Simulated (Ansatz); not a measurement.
Consider the following.

SiC:
Space group Pm-3m (No. 221); a = 2.619 Å, b = 2.619 Å, c = 2.619 Å, α = 90.00°, β = 90.00°, γ = 90.00°

| atom | site | symmetry | x | y | z |
|---|---|---|---|---|---|
| Si | 1a | m-3m | 0.0000 | 0.0000 | 0.0000 |
| C | 1b | m-3m | 0.5000 | 0.5000 | 0.5000 |

This is the PBEsol-relaxed structure.

Q: All from DFT-PBEsol in the program Ansatz with PAW potentials, unless another level is named. Give the bulk modulus (Birch–Murnaghan fit).

A: 184 GPa.

Q: Predict the elastic constants (relaxed ions, GPa).

A: C11 = 269, C12 = 142, C44 = -75.3.

A made-up cell: these elements were put on the sites of a structure type; neither database checked (COD, Materials Project) lists it. It is not the phase usual at ambient conditions (space group No. 186, 216). Symmetry was held in the PBEsol relaxation. At this level the phase is dynamically unstable (imaginary phonons). As this level gives no gap, shear constants depend on the k-mesh and smearing (Fermi–Dirac, 0.1 eV here).

Potentials: the earlier of the program's two PAW sets. The files were generated under PBE; for other functionals the program regenerates the frozen cores, and for LDA and PBEsol the local potential too.
